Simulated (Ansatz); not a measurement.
SrTiO₃:
```yaml
crystal:
  lattice:
    - [-2.75937, 2.75937, 3.91415]
    - [2.75937, -2.75937, 3.91415]
    - [2.75937, 2.75937, -3.91415]
  atoms:
    - { symbol: Sr, position: [0.75000, 0.25000, 0.50000] }
    - { symbol: Sr, position: [0.25000, 0.75000, 0.50000] }
    - { symbol: Ti, position: [0.00000, 0.00000, 0.00000] }
    - { symbol: Ti, position: [0.50000, 0.50000, 0.00000] }
    - { symbol: O, position: [0.76684, 0.26684, 0.03368] }
    - { symbol: O, position: [0.23316, 0.73316, 0.96632] }
    - { symbol: O, position: [0.26684, 0.23316, 0.50000] }
    - { symbol: O, position: [0.73316, 0.76684, 0.50000] }
    - { symbol: O, position: [0.75000, 0.75000, 0.00000] }
    - { symbol: O, position: [0.25000, 0.25000, 0.00000] }
```

Relaxed with r²SCAN. Special points in fractions of this cell's reciprocal vectors: Γ (0.000, 0.000, 0.000); X (0.000, 0.000, 0.500); P (0.250, 0.250, 0.250); N (0.000, 0.500, 0.000); M (0.500, 0.500, -0.500); S (0.374, 0.626, -0.374); S0 (-0.374, 0.374, 0.374); R (-0.248, 0.248, 0.500); G (0.500, 0.500, -0.248).

Q: List the band energies nearest the valence-band maximum at these points for the program Ansatz at the r²SCAN level (PAW).

A: In eV from the valence-band maximum; about four levels below and three above (degenerate sets whole), none deeper than 8.9 eV; points with the same levels are listed once.

| k | below | above |
|---|---|---|
| Γ | -0.33 -0.32 -0.32 -0.07 0.00 0.00 | 2.32 2.32 2.32 |
| X | -1.48 -0.71 -0.71 -0.06 | 2.45 4.13 4.14 |
| P | -1.29 -1.29 -0.61 -0.61 | 3.38 3.38 4.15 4.15 |
| N | -0.82 -0.82 -0.61 -0.61 | 3.76 3.76 3.80 3.80 |
| M | -1.53 -1.53 -0.68 -0.68 -0.07 | 2.47 4.09 4.09 |
| S | -1.40 -1.20 -0.96 -0.28 | 3.00 3.89 3.95 |
| R | -1.29 -1.28 -0.60 -0.59 | 3.36 3.40 4.14 |

Space group I4/mcm. The first step of the workflow began from a Materials Project structure, measured or hypothetical; the Crystallography Open Database files this formula in space group No. 140, but the cells were not matched. It is not the phase usual at ambient conditions (space group No. 221). Symmetry was held in the r²SCAN relaxation. At this level the phase is dynamically unstable (imaginary phonons). The run is not spin-polarised. Spin–orbit coupling is left out wherever it is not named.

Potentials: the earlier of the program's two PAW sets.
